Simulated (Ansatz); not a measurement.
Ir:
```
Ir
1.0
    0.00000     1.91762     1.91762
    1.91762     0.00000     1.91762
    1.91762     1.91762     0.00000
Ir
1
Direct
  0.00000   0.00000   0.00000
```

Relaxed with r²SCAN+D4. Special points in fractions of this cell's reciprocal vectors: Γ (0.000, 0.000, 0.000); X (0.500, 0.000, 0.500); U (0.625, 0.250, 0.625); K (0.375, 0.375, 0.750); L (0.500, 0.500, 0.500); W (0.500, 0.250, 0.750).

Problem. List the band energies nearest the Fermi level at these points for r²SCAN+D4 (plane waves, PAW; program Ansatz).

Solution. In eV from the Fermi level; about four levels below and three above (degenerate sets whole), none deeper than 8.9 eV; … stands for higher levels left out; points with the same levels are listed once.

| k | below | above |
|---|---|---|
| Γ | -4.07 -4.07 -4.07 | … |
| X | -8.29 -7.70 | 0.81 1.55 1.55 |
| U | -7.29 -6.27 -3.04 -1.02 | 0.64 … |
| L | -8.48 -4.22 -4.22 -0.74 | … |
| W | -6.56 -5.12 -5.12 -1.96 | 1.56 … |

Space group Fm-3m (fcc (Cu type)). The r²SCAN+D4 relaxation kept the symmetry of its start. The run is not spin-polarised. The pairwise dispersion correction was not fitted to metals. Spin–orbit coupling is left out wherever it is not named.

Potentials: the later of the program's two PAW sets.
